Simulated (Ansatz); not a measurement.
WC (CsCl type, Pm-3m) at seven volumes, plane-wave PAW r²SCAN (Ansatz code), scaled uniformly. One row is withheld.

```json
[
 {"V (Å³/atom)": "9.117", "P (GPa)": "44.29"},
 {"V (Å³/atom)": "9.418", "P (GPa)": "27.13"},
 {"V (Å³/atom)": "9.719", "P (GPa)": "?"},
 {"V (Å³/atom)": "10.019", "P (GPa)": "0.00"},
 {"V (Å³/atom)": "10.320", "P (GPa)": "-10.65"},
 {"V (Å³/atom)": "10.620", "P (GPa)": "-19.73"},
 {"V (Å³/atom)": "10.921", "P (GPa)": "-27.47"}
]
```

Fit the shown pressures and predict the withheld one.

P = (3/2)B₀(x^(7/2) − x^(5/2))[1 + (3/4)(B′ − 4)(x − 1)] with x = (V₀/V)^(2/3). Least squares on the six rows gives V₀ = 10.019 Å³/atom, B₀ = 383 GPa, B′ = 4.28. At V = 9.719, x = 1.0205 and P = 12.43 GPa. The run itself gave 12.49 GPa.

A made-up cell: these elements were put on the sites of a structure type; neither database checked (COD, Materials Project) lists it. It is not the phase usual at ambient conditions (space group No. 187). The r²SCAN relaxation kept the symmetry of its start; whether a distortion lowers the energy is not shown. No spin polarisation was allowed. Scalar-relativistic: spin–orbit coupling is off unless named, which matters more the heavier the elements.

Potentials: the earlier of the program's two PAW sets.
